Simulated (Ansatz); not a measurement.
BN (zinc blende)

```xyz
2
Lattice="0.0000 1.8120 1.8120 1.8120 0.0000 1.8120 1.8120 1.8120 0.0000" Properties=species:S:1:pos:R:3 pbc="T T T"
N      2.7181     2.7181     2.7181
B      0.0000     0.0000     0.0000
```

These are PBE (plane waves to 420 eV, PAW, scalar-relativistic; Ansatz, a program for electronic structure) values and carry that method's errors. DFPT wavenumbers on a 12×12×12 k mesh, in cm⁻¹; i marks imaginary ones, q is in fractions of the reciprocal vectors of the cell shown, and the three acoustic modes at Γ are left out. The non-analytic (LO-TO) term is not included, so polar modes at Γ have their transverse values. BN was relaxed with its symmetry unable to fall. The PAW data are Ansatz's earlier set.

Q: Is the structure dynamically stable at Γ, L = (0.5, 0.0, 0.0), X = (0.5, 0.5, 0.0)?

A: No imaginary mode at these points (lowest 483 cm⁻¹ at L = (0.5, 0.0, 0.0)); other wave vectors were not tested.

Q: Predict the phonon wavenumbers at Γ, L = (0.5, 0.0, 0.0), X = (0.5, 0.5, 0.0).

A: 
| q | wavenumbers (cm⁻¹) |
|---|---|
| Γ | 1025 (×3) |
| L = (0.5, 0.0, 0.0) | 483 (×2), 953, 964 (×2), 1122 |
| X = (0.5, 0.5, 0.0) | 695 (×2), 883 (×2), 996, 1138 |
